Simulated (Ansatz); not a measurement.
Starting cell, TiC (rock salt):

```
CELL_PARAMETERS angstrom
      0.00000     4.33303     4.33303
      2.16652     2.16652     4.33303
      2.16652     2.16652     0.00000
ATOMIC_POSITIONS crystal
  C  0.00000 0.00000 0.00000
  C  0.50000 0.00000 0.00000
  Ti 0.00000 0.50000 0.50000
  Ti 0.50000 0.50000 0.50000
```

The atoms are displaced by Q × the pattern below (from a DFPT mode at X = (0.5, 0.5, 0.0), largest move 1; Q in Å), at fixed cell. (q is in reciprocal vectors of the primitive cell; the cell shown is doubled to hold the pattern.)

```
atom      x      y       z
----  -----  -----  ------
C1    0.000  0.000  -0.023
C2    0.000  0.000   0.023
Ti3   0.000  0.000   1.000
Ti4   0.000  0.000  -1.000
```

Calculation: PBE (plane waves to 420 eV, PAW, scalar-relativistic; Ansatz, a program for electronic structure). k mesh 18×18×18 (Γ-centred), Fermi-Dirac smearing 0.05 eV. E stands for the smeared free energy. With partly filled bands, energies and forces of such displacements shift with the k mesh and the smearing. TiC is run without spin polarisation. TiC was relaxed with its symmetry unable to fall. ΔE is measured from the undisplaced structure.

| Q (Å) | ΔE (meV/cell) |
|---|---|
| -0.280 | 1861 |
| -0.187 | 791 |
| -0.093 | 193 |
| 0.000 | 0 |
| 0.093 | 193 |
| 0.187 | 791 |
| 0.280 | 1861 |

Q: Which DFPT wavenumber at X = (0.5, 0.5, 0.0) belongs to this mode?
(A) 354 cm⁻¹
(B) 513 cm⁻¹
(C) 285 cm⁻¹
(D) 587 cm⁻¹

A: A, 354 cm⁻¹. The curvature of the scan gives 354 cm⁻¹

(A displaced cell: forces are minus the slopes of the energy, force constants its curvatures, and phonons follow from these.)
